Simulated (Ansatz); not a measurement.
The slice is one period of a {100} plane through atoms; its size isn't given.

These are PBE (plane waves to 420 eV, PAW, scalar-relativistic; Ansatz, a program for electronic structure) values and carry that method's errors. Inside the PAW spheres the values are not all-electron values, and peaks at nuclei hang on which shells count as valence.

```
|=*#%%%##**++=====++**##%%%#*|
|###%%###**++=====++**###%%##|
|%%%%%##**+++=====+++**##%%%%|
|%%%%###**++=======++**###%%%|
|%%####***++=======++***####%|
|#####***+++=======+++***####|
|###****+++=========+++****##|
|******+++===========+++*****|
|***+++++====+++++====+++++**|
|+++++++====+*###*+====++++++|
|++++======+*#%%%#*+======+++|
|=========+*#%@@@%#*+========|
|=========+#%@@@@@%#+========|
|=========+#%@@@@@%#+========|
|=========+#%@@@@@%#+========|
|=========+*#%@@@%#*+========|
|++++======+*#%%%#*+======+++|
|+++++++====+*###*+====++++++|
|***+++++====+++++====+++++**|
|******+++===========+++*****|
|###****+++=========+++****##|
|#####***+++=======+++***####|
|%%####***++=======++***####%|
|%%%%###**++=======++**###%%%|
|%%%%%##**+++=====+++**##%%%%|
|###%%###**++=====++**###%%##|
|=*#%%%##**++=====++**##%%%#*|
| =#%%%##**++=====++**##%%%#=|
```
Scale: ten equal steps from -3.00 (start of ' ') to 0.98 (end of '@'), in the order ' .:-=+*#%@'. Values: log₁₀ of the valence density in e/Å³. The map has 28 points along u (one character each, u = 0 at the left) and 28 along v (v = 0 in the bottom row). The scale is logarithmic, as a density can span decades between atoms and voids; values under 0.001 e/Å³ are set to 0.001.

```
|xxxx@@@@@%*=.   .=*%@@@@@xxx|
|xxxx@@@@@%*=.   .=*%@@@@@xxx|
|xxx@@@@@@%*-.   .-*%@@@@@@xx|
|@@@@@@@@@%*-.   .-*%@@@@@@@@|
|@@@@@@@@%#+:.   .:+#%@@@@@@@|
|@@@@@@@%%*-.     .-*%%@@@@@@|
|@@@@@@%%*=.       .=*%%@@@@@|
|@@@@@%%*=.         .=*%%@@@@|
|%%%%%#*=.     .     .=*#%%%%|
|#****+-.    -+*+-    .-+****|
|===--:.    =xxxxx=    .:--==|
|......    -xxxxxxx-    .....|
|          +xxxxxxx+         |
|         .*xxxxxxx*.        |
|          +xxxxxxx+         |
|......    -xxxxxxx-    .....|
|===--:.    =xxxxx=    .:--==|
|#****+-.    -+*+-    .-+****|
|%%%%%#*=.     .     .=*#%%%%|
|@@@@@%%*=.         .=*%%@@@@|
|@@@@@@%%*=.       .=*%%@@@@@|
|@@@@@@@%%*-.     .-*%%@@@@@@|
|@@@@@@@@%#+:.   .:+#%@@@@@@@|
|@@@@@@@@@%*-.   .-*%@@@@@@@@|
|xxx@@@@@@%*-.   .-*%@@@@@@xx|
|xxxx@@@@@%*=.   .=*%@@@@@xxx|
|xxxx@@@@@%*=.   .=*%@@@@@xxx|
|xxxx@@@@@%#=.   .=#%@@@@@xxx|
```
Scale: ten equal steps from 0.01 (start of ' ') to 0.88 (end of '@'), in the order ' .:-=+*#%@'. Values: electron localisation function (ELF). The map has 28 points along u (one character each, u = 0 at the left) and 28 along v (v = 0 in the bottom row). Points within 0.5 Å of a nucleus are blanked (x), as the pseudised field means little there.

Q: Which relaxed crystal do these maps come from?
(A) PbS (rock salt)
(B) HfC (rock salt)
(C) LiCl (rock salt)

A: C, LiCl (rock salt). Atoms on the slice: Li at (0.50, 0.50); Cl at (0.00, 0.00)

All were relaxed with their symmetry unable to fall. HfC is run without spin polarisation. Spin-orbit coupling is left out.
